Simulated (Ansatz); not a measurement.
Relaxed-ion elastic tensor of ScPt (CsCl type, Pm-3m) in GPa (Voigt order), the program Ansatz at the LDA level (PAW); density 11.84 g/cm³, 16.83 Å³ per atom.

```
 199   144   144   0.0   0.0   0.0
 144   199   144   0.0   0.0   0.0
 144   144   199   0.0   0.0   0.0
 0.0   0.0   0.0  60.5   0.0   0.0
 0.0   0.0   0.0   0.0  60.5   0.0
 0.0   0.0   0.0   0.0   0.0  60.5
```

Task: Is the crystal mechanically stable?

Result: Yes: the smallest eigenvalue of C is 54.2 GPa.

Task: Work out the Voigt, Reuss and Hill averages.

Result: K_V = 163, K_R = 163, K_H = 163; G_V = 47.2, G_R = 40.5, G_H = 43.9 GPa.

Task: Give Young's modulus, Poisson's ratio, Pugh's ratio and the universal anisotropy index.

Result: E = 9KG/(3K + G) = 121 GPa; ν = 0.38; K/G = 3.71 (ductile by the Pugh limit of 1.75); A_U = 5G_V/G_R + K_V/K_R − 6 = 0.82.

Task: Estimate the sound speeds and the Debye temperature.

Result: v_l = √((K + 4G/3)/ρ) = 4320 m/s, v_t = √(G/ρ) = 1920 m/s, mean 2170 m/s; Θ = (h/k)(3n/4πV)^(1/3) v_m = 252 K.

Task: Give the Zener ratio and Young's modulus along [100], [110] and [111].

Result: A = 2C44/(C11 − C12) = 2.23; 1/E = S11 − 2(S11 − S12 − S44/2)Γ with Γ = 0, 1/4, 1/3 gives 77.1, 127, 162 GPa.

Task: Solve the Christoffel equation for the three sound speeds along [100], [110], [111].

Result: Eigenvalues of C_ijkl n_j n_l equal ρv². In km/s, slowest first: [100] 2.26, 2.26, 4.10; [110] 1.51, 2.26, 4.43; [111] 1.80, 1.80, 4.53.

The first step of the workflow began from a Materials Project structure, measured or hypothetical; the Crystallography Open Database files this formula in space group No. 221, but the cells were not matched. Its standing as an ambient phase is unchecked. The LDA relaxation kept the symmetry of its start; of distortions, only those at the zone centre were tested. No spin polarisation was allowed. As this level gives no gap, shear constants depend on the k-mesh and smearing (Fermi–Dirac, 0.1 eV here). Scalar-relativistic: spin–orbit coupling is off unless named, which matters more the heavier the elements.

Potentials: the later of the program's two PAW sets.
